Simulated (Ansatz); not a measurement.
Ba₃TiO₅: the gap against volume

Ba₃TiO₅, I4/mcm, a = 7.223 Å, c = 11.812 Å. The structure is a Materials Project entry; whether it is the stable form wasn't checked. Ansatz: PBEsol, PAW, 420 eV, Γ-centred 6×6×6 mesh on 18 atoms, Gaussian smearing 0.02 eV; no spin polarisation. Shape and atoms are relaxed at each volume; x = ln(V/V0) with V0 = 17.117 Å³/atom. The gap is read at the mesh points alone.

| x | gap y (eV) |
| --- | --- |
| -0.1278 | 2.499 |
| -0.0943 | 2.542 |
| -0.0619 | 2.590 |
| -0.0305 | ? |
| 0.0000 | 2.705 |
| 0.0296 | 2.764 |
| 0.0583 | 2.832 |
| 0.0953 | 2.931 |

Q: Fit a straight line to the other rows, give the volume deformation potential of the gap and its pressure coefficient, and predict the missing gap. B0 = 75.4 GPa.

A: Means x = -0.01440, y = 2.6947; Σ(Δx)² = 0.04096, ΣΔxΔy = 0.07847; the slope is their ratio. y = 2.7223 + 1.9156 x. The slope is the deformation potential a = dE_g/d ln V = 1.92 eV, and dE_g/dP = −a/B0 = -25.4 meV/GPa. With a term in x² added, the coefficient of x becomes 2.043, 7 % more, which shows how far this figure hangs on the form. At x = -0.0305 the fit asked for gives 2.664 eV. The run gave 2.643 eV, so the fit is 0.021 eV too high, within twice the rms miss on the fitted rows (0.016 eV).

Spin-orbit coupling is left out, which matters for the bands of heavy elements. Semilocal functionals give gaps under the measured ones; changes of the gap mostly carry over better.

Cost: 8 runs of about 42 core-minutes in all, on Oxide Virtual Turin-like Processor (Zen 5) (shared hosts).